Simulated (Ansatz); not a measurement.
TiB2 in space group P4/mmm (No. 123; B on 2f, Ti on 1b) at seven volumes, DFT-PBE in the program Ansatz with PAW potentials, shape and atoms relaxed at each. One row is withheld.

```tsv
V (Å³/atom)	P (GPa)
9.206	19.94
9.510	12.33
9.813	5.72
10.117	0.00
10.420	?
10.724	-9.33
11.027	-13.04
```

Question: Fit the shown pressures and predict the withheld one.

Answer: P = (3/2)B₀(x^(7/2) − x^(5/2))[1 + (3/4)(B′ − 4)(x − 1)] with x = (V₀/V)^(2/3). Least squares on the six rows gives V₀ = 10.116 Å³/atom, B₀ = 178 GPa, B′ = 3.70. At V = 10.420, x = 0.9805 and P = -4.99 GPa. The run itself gave -5.00 GPa.

The cell is a constructed one: a structure type filled with these elements; neither database checked (COD, Materials Project) lists it. It is not the phase usual at ambient conditions (space group No. 191). Symmetry was held in the PBE relaxation; whether a distortion lowers the energy is not shown. The run is not spin-polarised.

Potentials: the later of the program's two PAW sets.
